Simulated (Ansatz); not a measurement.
# Data sheet: Li (DFT)

Li (dhcp (α-La type), P6_3/mmc), a = b = 3.0523 Å, c = 10.0128 Å, α = β = 90.00°, γ = 120.00°.

Space group P6_3/mmc (No. 194), dhcp (α-La type); conventional cell a = b = 3.052 Å, c = 10.013 Å, α = β = 90.00°, γ = 120.00°.

Method: PBEsol (plane waves, PAW; program Ansatz). Structure relaxed to zero pressure with the same functional. Other levels are named where they apply.

### Cell and energy

```yaml
volume_per_atom: 20.20 Å³
density: 0.57 g/cm³
```

### Electronic structure

```yaml
electronic_character: metallic (no gap)
Density of states at the Fermi level: 0.52 states/eV per atom (mean over ±0.08 eV)
```

The workflow started from a Materials Project entry (that database holds measured and hypothetical structures alike); the Crystallography Open Database files this formula in space group No. 194, but the cells were not matched. It is not the phase usual at ambient conditions (space group No. 229). The cell was relaxed with PBEsol under the symmetry of its start; whether a distortion lowers the energy is not shown. Axis ratios of metals converge slowly with the k-mesh, so a and c are less sure than the volume.

Potentials: the later of the program's two PAW sets.
